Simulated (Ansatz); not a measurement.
BP (wurtzite, P6_3mc), LDA (plane waves, PAW; program Ansatz), all energies at zero smearing, with the estimated change up to a 700 eV cutoff added, with one set of potentials and settings (totals compare only within such a set). Cell of 4 atoms (2 B, 2 P): -1753.239 eV.

```tsv
element	reference phase	E (eV/atom)
B	R-3m, 12 atoms in the cell	-149.7761
P	Cmce, 4 atoms in the cell	-725.9590
```

Formation energy per atom, worked out: (-1753.239 − 2×(-149.7761) − 2×(-725.9590))/4 = -0.442 eV/atom (-43 kJ per mol of atoms), at 0 K, without zero-point energy or fitted corrections.

The first step of the workflow began from a Materials Project structure, measured or hypothetical; the Crystallography Open Database copy checked does not list it. It is not the phase usual at ambient conditions (space group No. 216). The cell was relaxed with LDA under the symmetry of its start; whether a distortion lowers the energy is not shown. The references are the lowest solids computed at this level, not always the standard phases.

Potentials: the earlier of the program's two PAW sets. The files were generated under PBE; for other functionals the program regenerates the frozen cores, and for LDA and PBEsol the local potential too.
